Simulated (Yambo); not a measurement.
G0W0@LDA for CaC₂ (space group C2/c, No. 15) in Yambo. Reference settings: 4×4×2 Γ-centred k mesh, 140 bands and a 7 Ry block in the screening, 140 bands in G with the Bruneval-Gonze terminator, plasmon pole fitted at 27.2 eV. The LDA gap (0.25, -0.25, 0) → (-0.5, -0.5, 0) on this mesh is 1.86 eV; G0W0 gaps are taken between the same points.

Gap ((0.25, -0.25, 0) → (-0.5, -0.5, 0)) in eV against the number of bands and the screening block, terminator on:

| bands (W and G) | 2 Ry | 3 Ry | 4 Ry | 6 Ry | 7 Ry |
|---|---|---|---|---|---|
| 36 | 3.980 | 4.018 | 4.089 | 4.157 | 4.195 |
| 54 | 3.671 | 3.698 | 3.785 | 3.863 | 3.909 |
| 79 | 3.606 | 3.634 | 3.735 | 3.829 | 3.881 |
| 109 | 3.584 | 3.600 | 3.702 | 3.800 | 3.858 |
| 140 | 3.579 | 3.588 | 3.686 | 3.787 | 3.847 |

Rough cost of the Yambo step against the reference (shared machines):

```tsv
bands (W and G)	2 Ry	3 Ry	4 Ry	6 Ry	7 Ry
36	1/7	1/7	1/5	1/4	1/5
54	1/4	1/4	1/4	1/3	1/2
79	~1	~1	~1	1/2	~1
109	~1	~1	~1	~1	~1
140	~1	~1	~1	~1	1
```

At the largest block the last step in bands moves the gap by -0.011 eV; at the most bands the last step in the block moves it by 0.060 eV.

Geometry of the Materials Project entry, not relaxed at this level; primitive cell a = 3.8997 Å, b = 3.8997 Å, c = 7.3841 Å, α = 104.58°, β = 104.58°, γ = 64.51°.

The structure is a Materials Project entry; no match was found in the copy of COD used, and its stability was not checked.
